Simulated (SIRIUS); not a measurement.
A self-consistent single point of Al3GaN4 (P-43m, 8 atoms in the cell; from Materials Project mp-1019378, changed as shown).

```xyz
8
Lattice="4.3151 0.0000 0.0000 0.0000 4.3151 0.0000 0.0000 0.0000 4.3151" Properties=species:S:1:pos:R:3 pbc="T T T"
Al     2.1576     2.1576     0.0000
Al     0.0000     2.1576     2.1576
Al     2.1576     0.0000     2.1576
Ga     0.0000     0.0000     0.0000
N      3.2112     3.2112     1.1040
N      3.2112     1.1040     3.2112
N      1.1040     1.1040     1.1040
N      1.1040     3.2112     3.2112
```

Method: LDA (PW92), PseudoDojo 0.4 standard norm-conserving LDA (tails mended) pseudopotentials (plane waves; SIRIUS).

SIRIUS settings:

* **parameters.ngridk**: 8 8 8
* **parameters.xc_functionals**: [XC_LDA_X, XC_LDA_C_PW]
* **parameters.gk_cutoff**: 9.165 1/bohr
* **parameters.pw_cutoff**: 18.331 1/bohr
* **parameters.smearing**: gaussian
* **parameters.smearing_width**: 0.0001 Ha
* **potentials**: PseudoDojo 0.4 standard norm-conserving LDA (tails mended) pseudopotentials
* **parameters.electronic_structure_method**: pseudopotential
* **parameters.num_bands**: 25
* **parameters.num_mag_dims**: 0
* **parameters.num_dft_iter**: 100
* **parameters.energy_tol**: 1e-07 Ha
* **parameters.density_tol**: 1e-06
* **mixer.type**: anderson
* **mixer.beta**: 0.5
* **mixer.use_hartree**: true

Estimate, at this level of theory: gap on the k-point mesh, pressure and largest force (vector length).

The run gave:

```
Property                           Result
-----------------------------  ----------
Gap on the k-point mesh           3.43 eV
Pressure                         7.32 GPa
Largest force (vector length)  0.100 eV/Å
```

The gap is read on the k-point mesh of the run and can differ from the gap over the whole zone at this level.

For comparison: a first run was changed to give this one (lattice scaled by 0.98), and from it to this one the free energy goes up by 2.5 meV/atom, the pressure goes from -5.45 to 7.32 GPa, the largest force goes from 0.109 to 0.100 eV/Å and the gap on the mesh goes from 3.388 to 3.430 eV.

The structure comes from a collection of computed structures, made at another level of theory; the collection holds predicted forms beside known ones. Its lattice was then scaled.

Cost on one core: very roughly 3 core-minutes.

“Tails mended”: in these copies of the files the far tail of each local potential was reset to the Coulomb form.
